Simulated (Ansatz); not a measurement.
Relaxed-ion elastic tensor of Si (diamond, Fd-3m) in GPa (Voigt order), the program Ansatz at the LDA level (PAW); density 2.37 g/cm³, 19.71 Å³ per atom.

```json
[
 {"": "1", "1": "161", "2": "64.3", "3": "64.3", "4": "0.0", "5": "0.0", "6": "0.0"},
 {"": "2", "1": "64.3", "2": "161", "3": "64.3", "4": "0.0", "5": "0.0", "6": "0.0"},
 {"": "3", "1": "64.3", "2": "64.3", "3": "161", "4": "0.0", "5": "0.0", "6": "0.0"},
 {"": "4", "1": "0.0", "2": "0.0", "3": "0.0", "4": "75.5", "5": "0.0", "6": "0.0"},
 {"": "5", "1": "0.0", "2": "0.0", "3": "0.0", "4": "0.0", "5": "75.5", "6": "0.0"},
 {"": "6", "1": "0.0", "2": "0.0", "3": "0.0", "4": "0.0", "5": "0.0", "6": "75.5"}
]
```

Task: Is the crystal mechanically stable?

Result: Yes: the smallest eigenvalue of C is 75.5 GPa.

Task: Work out the Voigt, Reuss and Hill averages.

Result: K_V = 96.5, K_R = 96.5, K_H = 96.5; G_V = 64.6, G_R = 61.6, G_H = 63.1 GPa.

Task: Give Young's modulus, Poisson's ratio, Pugh's ratio and the universal anisotropy index.

Result: E = 9KG/(3K + G) = 156 GPa; ν = 0.23; K/G = 1.53 (brittle by the Pugh limit of 1.75); A_U = 5G_V/G_R + K_V/K_R − 6 = 0.24.

Task: Estimate the sound speeds and the Debye temperature.

Result: v_l = √((K + 4G/3)/ρ) = 8740 m/s, v_t = √(G/ρ) = 5170 m/s, mean 5720 m/s; Θ = (h/k)(3n/4πV)^(1/3) v_m = 631 K.

Task: Give the Zener ratio and Young's modulus along [100], [110] and [111].

Result: A = 2C44/(C11 − C12) = 1.56; 1/E = S11 − 2(S11 − S12 − S44/2)Γ with Γ = 0, 1/4, 1/3 gives 124, 162, 180 GPa.

Task: Solve the Christoffel equation for the three sound speeds along [100], [110], [111].

Result: Eigenvalues of C_ijkl n_j n_l equal ρv². In km/s, slowest first: [100] 5.65, 5.65, 8.25; [110] 4.52, 5.65, 8.92; [111] 4.92, 4.92, 9.13.

Symmetry was held in the LDA relaxation.

Potentials: the later of the program's two PAW sets.
